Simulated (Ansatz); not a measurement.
AlNi:
```xyz
2
Lattice="2.8633 0.0000 0.0000 0.0000 2.8633 0.0000 0.0000 0.0000 2.8633" Properties=species:S:1:pos:R:3 pbc="T T T"
Al     0.0000     0.0000     0.0000
Ni     1.4317     1.4317     1.4317
```

Relaxed with r²SCAN.

Q: Which orbitals make up the states near the Fermi level in the program Ansatz at the r²SCAN level (PAW)?

A: Within 0.5 eV of the Fermi level: Ni 3d 60 %, Al 3p 28 %. Projections are on Löwdin-orthogonalised atomic valence shells; empty p or d shells of many metals are not among them.

Q: Tabulate the density of states.

A: States/eV per cell of 2 atoms, in 0.25 eV bins, energy from the Fermi level.

```
E (eV)  total  Ni 3d  Al 3p  Al 3s
------  -----  -----  -----  -----
-7.85    0.36   0.02   0.17   0.12
-7.60    0.39   0.03   0.17   0.14
-7.35    0.42   0.04   0.18   0.16
-7.10    0.44   0.05   0.19   0.16
-6.85    0.47   0.06   0.20   0.16
-6.60    0.50   0.09   0.21   0.16
-6.35    0.54   0.11   0.22   0.16
-6.10    0.59   0.15   0.23   0.17
-5.85    0.65   0.20   0.23   0.17
-5.60    0.68   0.24   0.23   0.16
-5.35    0.61   0.22   0.23   0.12
-5.10    0.62   0.23   0.24   0.10
-4.85    0.68   0.26   0.27   0.09
-4.60    0.78   0.32   0.30   0.08
-4.35    1.40   0.73   0.48   0.09
-4.10    1.80   1.06   0.56   0.08
-3.85    1.41   0.91   0.39   0.06
-3.60    1.65   1.16   0.41   0.04
-3.35    3.10   2.32   0.71   0.01
-3.10    2.45   1.92   0.48   0.00
-2.85    1.67   1.45   0.16   0.00
-2.60    3.17   2.87   0.17   0.00
-2.35    3.88   3.63   0.13   0.01
-2.10    7.49   7.03   0.27   0.01
-1.85    4.85   4.54   0.20   0.01
-1.60    2.41   2.19   0.14   0.01
-1.35    0.69   0.54   0.10   0.00
-1.10    0.49   0.39   0.07   0.00
-0.85    0.58   0.45   0.09   0.00
-0.60    1.92   1.53   0.28   0.02
-0.35    1.22   0.83   0.27   0.04
-0.10    0.89   0.52   0.25   0.04
0.15     0.71   0.37   0.24   0.04
0.40     0.60   0.27   0.23   0.04
0.65     0.51   0.21   0.21   0.04
0.90     0.44   0.16   0.19   0.03
1.15     0.37   0.12   0.17   0.03
1.40     0.31   0.09   0.15   0.02
1.65     0.28   0.07   0.12   0.02
1.90     0.34   0.08   0.10   0.02
2.15     0.45   0.09   0.09   0.03
2.40     0.62   0.12   0.11   0.08
2.65     0.82   0.17   0.18   0.13
2.90     0.81   0.17   0.20   0.17
3.15     0.81   0.16   0.22   0.21
3.40     0.76   0.14   0.23   0.19
3.65     0.72   0.13   0.24   0.18
3.90     0.68   0.11   0.24   0.17
4.15     0.70   0.10   0.25   0.18
4.40     0.70   0.09   0.25   0.18
4.65     0.69   0.08   0.24   0.18
```

Space group Pm-3m (CsCl type). Symmetry was held in the r²SCAN relaxation. The workflow began spin-polarised and lost its moments.

Potentials: the later of the program's two PAW sets.
